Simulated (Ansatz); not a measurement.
# SiNi: what each run costs

Cell: 8 atoms, space group Pnma, a = 5.173 Å, b = 3.338 Å, c = 5.605 Å, α = 90.00°, β = 90.00°, γ = 90.00°.

All runs are DFT with Ansatz 0.2.0 on 1 thread of Intel Xeon Platinum 8259CL CPU @ 2.50GHz (Skylake/Cascade Lake) (x86_64; 16 cores open to the job, memory cap 3.0 GiB, no GPU), a shared host.

Task: Rank the runs by wall time, shortest first.
A. single point, PBE, collinear spin, 420 eV, 9×13×8 k-points, smearing 0.02 eV
B. single point at relaxed positions, r2SCAN, collinear spin, 500 eV, 9×14×9 k-points, smearing 0.05 eV
C. relaxation of the ions, PBE, collinear spin, 420 eV, 9×14×9 k-points, smearing 0.05 eV

Result: A (2.9 min, 1.4 GiB), C (5.3 min, 1.9 GiB), B (12 min, 2 GiB).
